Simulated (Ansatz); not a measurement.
**Property card for CrGe$_{2}$**

CrGe$_{2}$:
```cif
data_Cr4Ge8
_chemical_formula_sum 'Ge8 Cr4'
_space_group_name_H-M_alt 'I4/mcm'
_space_group_IT_number 140
_space_group_name_Hall '-I 4 2c'
_cell_length_a 6.05410
_cell_length_b 6.05410
_cell_length_c 4.86666
_cell_angle_alpha 90.000
_cell_angle_beta 90.000
_cell_angle_gamma 90.000
loop_
_atom_site_label
_atom_site_type_symbol
_atom_site_symmetry_multiplicity
_atom_site_Wyckoff_symbol
_atom_site_fract_x
_atom_site_fract_y
_atom_site_fract_z
_atom_site_occupancy
Ge1 Ge 8 h 0.15275 0.34725 0.00000 1
Cr1 Cr 4 a 0.00000 0.00000 0.25000 1
```
(The calculation used a cell of 6 atoms; values per cell refer to that cell.)

Space group I4/mcm (No. 140); conventional cell a = b = 6.054 Å, c = 4.867 Å, α = β = γ = 90.00°.

Method: PBE (plane waves, PAW; program Ansatz). Structure relaxed to zero pressure with the same functional. Other levels are named where they apply.

### Cell and energy

```
Property                                                      Result
-----------------------------------------------------  -------------
Volume per atom                                             14.86 Å³
Density                                                   7.35 g/cm³
Formation energy from the elements (no fitted shifts)  0.008 eV/atom
```

### Electronic structure

```
Property                                                                    Result
------------------------------------  --------------------------------------------
Electronic character                                             metallic (no gap)
Density of states at the Fermi level  0.43 states/eV per atom (mean over ±0.08 eV)
```

### Magnetism

```
Quantity                                           Value
--------------  ----------------------------------------
Magnetic order  non-magnetic (starting moments vanished)
```

### Mechanics

```
Item                                  Value
----------------------------------  -------
Bulk modulus (Birch–Murnaghan fit)  139 GPa
Pressure derivative B′                  4.6
```

A made-up cell: these elements were put on the sites of a structure type; neither database checked (COD, Materials Project) lists it. Its standing as an ambient phase is unchecked. The PBE relaxation kept the symmetry of its start; its stability against distortions is not shown here. The workflow began spin-polarised and lost its moments. The references are the lowest solids computed at this level, not always the standard phases. Scalar-relativistic: spin–orbit coupling is off unless named, which matters more the heavier the elements.

Potentials: the later of the program's two PAW sets.
